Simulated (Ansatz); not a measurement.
An Ansatz (a first-principles code) run. Input:

Ansatz 0.2 input:
```yaml
crystal:
  lattice:
    - [3.6803501145, 0.0, 0.0]
    - [-1.8401750573, 3.187276694, 0.0]
    - [0.0, 0.0, 5.9334709692]
  atoms:
    - { symbol: Zr, position: [0.0, 0.0, 0.0] }
    - { symbol: S, position: [0.3333333333, 0.6666666667, 0.2424085426] }
    - { symbol: S, position: [0.6666666667, 0.3333333333, 0.7575914574] }
kpoints:
  mp_grid: { grid: [9, 9, 5] }
hamiltonian:
  xc: r2scan
  dispersion: d4
  pseudopotentials: { kind: paw }
scf:
  occupations: { method: fixed }
checkpoint: { read: static.run }
output: { bader: true, populations: true }
```

Output (shortened):

```
Pseudopotential: Zr, paw, valence charge 12
Pseudopotential: S, paw, valence charge 6
Functional definition: r2SCAN
Crystal: 3 atoms, lattice volume = 69.601 Å³
Basis set: ecut = 500 eV, 1785 PW (Γ), exchange–correlation on 108×108×180 points (64 copies of the dense FFT grid, shifted against one another)
Bands: 16, of which v1, the nominal top of the filled ones, is band 12 counted from 1 (11 counted from 0)
Symmetry: 12 space group operations
Space group: P-3m1 (ITA 164), of the structure as read, at distance tolerance 4.1e-5 Å
k-points: 50 of 405
Stability of the state it starts from, as read at its close in the unpolarized treatment …
iter 1 solved again at ethr=1.02e-7 eV; its pass at ethr=3.10e-3 eV (dr2=2.46e-5 eV) is discarded
SCF iter   1: F=—  HF=-6012.339351 eV  |F-HF|=—  |Δ(HF+E_count)|=         —  Δρ=4.87e-7  dr2=1.41e-10  dr2_τ=1.10e-11  ethr=1.02e-7  ⟨swp⟩=3.1  Hψ=6293  notcnv=0  defer=98
preconditioner: auto → Resta (q_TF=auto, 2.285 Å⁻¹)
SCF iter   2: F=-6012.339351 eV  HF=-6012.339351 eV  |F-HF|=9.73e-11  |Δ(HF+E_count)|=  3.41e-10  Δρ=3.63e-7  dr2=1.57e-10  dr2_τ=1.59e-11  ethr=1.00e-12  ⟨swp⟩=7.8  Hψ=4011  notcnv=0
SCF 1 converged in 2 iterations: F = -6012.339351 eV  dr2 = 1.57e-10
SCF converged after 2 iterations
Free energy (F): -6012.339351 eV
Harris-Foulkes:  -6012.339351 eV  (|F-HF|=9.73e-11)
Internal energy: -6012.339351 eV  (E = F + TS)
E sigma→0 (E₀):  -6012.339351 eV
Fermi energy:    6.592074 eV
--- Per-component energies (eV) ---
  E_band       = -188.705402
  E_kinetic    = 545.375844
  E_local      = -1332.055809  (includes V_loc(G=0)·N_el)
  E_nonlocal   = 133.528145
  E_hartree    = 467.070065
  E_xc         = -340.278694
  E_vxc        = -401.162342  (∫ρ·V_xc dr)
  E_paw        = -4188.987161  (= ΣΔE_a)
  E_vpaw       = -89.720484  (= ΣTr[D̂ρ^β])
  E_aug_tail   = 0.000011  (compensation charges beyond the density's cutoff)
  E_vtau       = 21.189252  (kinetic-family band-sum trace: ∫τ·v_τ [+ j·A + Jᵃ·Aᵃ] dr)
  E_ewald      = -1296.310008
  E_disp       = -0.297469  (pairwise vdW)
  E_core_change = -0.384275  (= ΣΔE_core)
  E_smearing   =  0.000000  (= −TS)
  E_closure    = 0.000000  (closes the sum)
  Σ components = -6012.339351   (vs F -6012.339351, Δ=0.00e0)
  [band-id]    e_kinetic+e_local+e_nonlocal+2·e_hartree+e_vxc+e_vpaw+e_augmentation_tail+e_vtau = -188.705252   (vs E_band -188.705402, Δ=1.50e-4)
--- Band table (eV; the first three rows and the last of 50) ---
  k-point 0: bands = ["-44.0974", "-21.4481", "-21.2957", "-21.2957", "-6.6460", "-5.1305", "2.1500", "3.6283", "3.6283", "6.4324", "6.4324", "6.5650", "8.4414", "8.4414", "9.3310", "11.8519"]
  k-point 1: bands = ["-44.0974", "-21.4482", "-21.2957", "-21.2957", "-6.5774", "-5.2425", "2.4281", "3.6406", "3.6406", "6.0084", "6.3889", "6.3889", "8.4303", "8.4303", "9.5122", "11.9692"]
  k-point 2: bands = ["-44.0974", "-21.4486", "-21.2957", "-21.2957", "-6.4384", "-5.4491", "3.0587", "3.6609", "3.6609", "5.0455", "6.3197", "6.3197", "8.4119", "8.4119", "9.6824", "12.1705"]
  k-point 49: bands = ["-44.0757", "-21.4775", "-21.4775", "-21.3797", "-5.3389", "-5.3389", "3.0250", "3.0250", "3.3991", "4.6230", "4.7087", "4.7087", "9.1978", "9.8523", "9.8523", "12.3817"]
--- Löwdin populations: 3 sites ---
  site symbol       q [e]
     0     Zr     11.0991
     1      S      6.3823
     2      S      6.3823
  spilling = 0.005675 (of n_electrons = 24.000000)
--- Bader charges: 3 sites ---
  site symbol  charge [e]  shift [e]
     0     Zr      2.1961     0.0012
     1      S     -1.0980     0.0006
     2      S     -1.0980     0.0006
  shift: an alarm, by how much a part of what the PAW files miss would move the charge. Where it is large, compare
  with a run on PAW files of another source; a small one proves nothing
  estimated error of the sums over rays = 7.5e-4 e
```

Cost: about 40 core-seconds (a rough figure) on shared cores.

The cell was relaxed with r²SCAN+D4 under the symmetry of its start. The run is not spin-polarised. Scalar-relativistic: spin–orbit coupling is off unless named, which matters more the heavier the elements.

Potentials: the later of the program's two PAW sets.

Ansatz is a plane-wave DFT program.
